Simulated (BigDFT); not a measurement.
BigDFT run on iodine monochloride (ClI): self-consistent single point.

All values come from this method and carry its errors: PBE, Daubechies wavelet basis, HGH (Krack) norm-conserving potentials made for PBE, isolated boundary conditions run with BigDFT 1.9.6.

SMILES: ClI
```xyz
2

Cl     1.1541    -0.0178     0.0093
I     -1.1541     0.0178    -0.0093
```
Charge 0, spin multiplicity 1.

Reference input (self-consistent single point, DFT, PBE, Daubechies wavelet basis, HGH (Krack) norm-conserving potentials made for PBE, isolated boundary conditions): basis = Daubechies wavelets; dft.hgrids = 0.421 bohr; dft.rmult = 5 8; dft.ixc = 11; potentials = built-in HGH-K PBE; boundary_conditions = free; dft.gnrm_cv = 1e-04; dft.itermax = 80; dft.idsx = 6; dft.nrepmax = 3. This run's input differs from it in these lines:

```diff
@@ -2,4 +2,4 @@
 dft:
-  hgrids: 0.421
-  rmult: [5, 8]
+  hgrids: 0.674
+  rmult: [3.5, 5]
   ixc: 11
```

Log, with long lists cut:

```
  #------------------------------------------------------------------- Self-Consistent Cycle
 Ground State Optimization:
 - Hamiltonian Optimization: &itrp001
   - Subspace Optimization: &itrep001-01
       Wavefunctions Iterations:
 iter:  1, EKS: -2.59737272546874465E+01, gnrm:  3.47E-01, D:  1.25E-01,
 iter:  2, EKS: -2.62655568516850977E+01, gnrm:  5.45E-02, D: -2.92E-01,
 iter:  3, EKS: -2.62774672299683729E+01, gnrm:  3.11E-02, D: -1.19E-02,
 iter:  4, EKS: -2.62807083743244547E+01, gnrm:  1.58E-02, D: -3.24E-03,
 iter:  5, EKS: -2.62823475658672763E+01, gnrm:  8.28E-03, D: -1.64E-03,
 iter:  6, EKS: -2.62829405969389960E+01, gnrm:  4.59E-03, D: -5.93E-04,
 iter:  7, EKS: -2.62831087019093488E+01, gnrm:  2.54E-03, D: -1.68E-04,
 iter:  8, EKS: -2.62831559006728845E+01, gnrm:  1.00E-03, D: -4.72E-05,
 iter:  9, EKS: -2.62831631340019065E+01, gnrm:  4.76E-04, D: -7.23E-06,
 iter:  10, EKS: -2.62831648472034303E+01, gnrm:  2.74E-04, D: -1.71E-06,
 iter:  11, EKS: -2.62831656250339911E+01, gnrm:  1.74E-04, D: -7.78E-07,
 iter:  12, EKS: -2.62831660619358587E+01, gnrm:  1.11E-04, D: -4.37E-07,
 iter:  13, EKS: -2.62831663355692768E+01, gnrm:  9.66E-05, D: -2.74E-07,
       -  &FINAL001  { #---------------------------------------------------------- iter: 14
 iter:  14, EKS: -2.62831664963392910E+01, gnrm:  9.66E-05, D: -1.61E-07,  #FINAL
        #Eigenvalues and New Occupation Numbers
       Orbitals: [
 Last Iteration                        : *FINAL001
  #---------------------------------------------------------------------- Forces Calculation
 Total electronic charge               :  13.999998524739
 Electric Dipole Moment (AU):
   P vector                            :  [ -6.473726E-01, -9.467620E-02, -1.144363E-01 ]
   norm(P)                             :  6.64191641E-01
 Electric Dipole Moment (Debye):
   P vector                            :  [ -1.645457E+00, -2.406429E-01, -2.908679E-01 ]
   norm(P)                             :  1.68820660E+00
 BigDFT infocode                       :  0
 Clean forces norm (Ha/Bohr): {maxval:  2.336143555188E-02, fnrm2:  1.091513342089E-03}
  #-------------------------------------------------------------------- Atomic Forces (Ha/Bohr)
 Atomic Forces (Ha/Bohr):
 -  {Cl: [-2.335789928888E-02,  3.602552700785E-04, -1.882232596275E-04]} # 0001
 -  {I: [ 2.335789928888E-02, -3.602552700784E-04,  1.882232596275E-04]} # 0002
 Energy (Hartree)                      : -2.62831664963392910E+01
 Force Norm (Hartree/Bohr)             :  3.30380589939757094E-02
```

The run converged in 14 iterations. Against the reference run the free energy rises by 2.09 eV/atom and the largest force goes from 0.510 to 1.201 eV/Å.

The grid can part forces that symmetry would make equal. Forces above 1 eV/Å remain at this geometry. This run is one point of a test of settings, so its values need not be converged; read them against the reference run alone. The geometry comes from a cheaper method or was typed, in some cases with atoms then moved at random; it is not relaxed at this level. A coarse multiplier of 5 or less cuts the tails of heavy atoms' orbitals, which raises levels.
